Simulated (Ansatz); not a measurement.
Method: r2SCAN, no spin polarisation; PAW, plane waves to 500 eV, 11×11×9 Γ-centred mesh, cold occupations (width 0.2226 eV) (Ansatz 0.2.0), atoms fixed.

Computed maps in the lattice plane spanned by a (left to right, 3.66 Å, 11 points from zero) and b (bottom to top, 3.66 Å, 11 points from zero), 60° apart, at height 0.500 along c. The fields are smooth PAW ones with compensation charges, not the true ones near nuclei.

Valence density. Digits on a logarithmic scale: 0 up to 0.03 e/Å³, each further digit a factor of 1.6, 9 from 1.3 e/Å³ up:
```
44456777654
54556666665
65566643466
66666763367
77667776467
77646777667
67633676666
66643466655
55666666554
44567776544
44566776654
```

ELF. Ten even steps from '0' (0.15) to '9' (0.85):
```
00246888642
22245322354
54456302036
86568822228
98338982028
98202898338
88222288656
56302036544
24532235422
02468886420
00258998520
```

Question: The cell is NbSi$_{2}$. Which atoms lie within 0.2 Å of this plane, and where (fractions of a and b)?

Answer: Si at (0.33, 0.33), Si at (0.67, 0.67). The whole cell:
```xyz
3
Lattice="1.8287 3.1674 0.0000 -1.8287 3.1674 0.0000 0.0000 0.0000 3.9149" Properties=species:S:1:pos:R:3 pbc="T T T"
Nb    0.0000    0.0000    0.0000
Si   -0.0002    2.1117    1.9574
Si   -0.0002    4.2232    1.9574
```

Origin: a known structure type with other elements, at an estimated volume, so it need not be a known compound. Caveats: wide smearing.
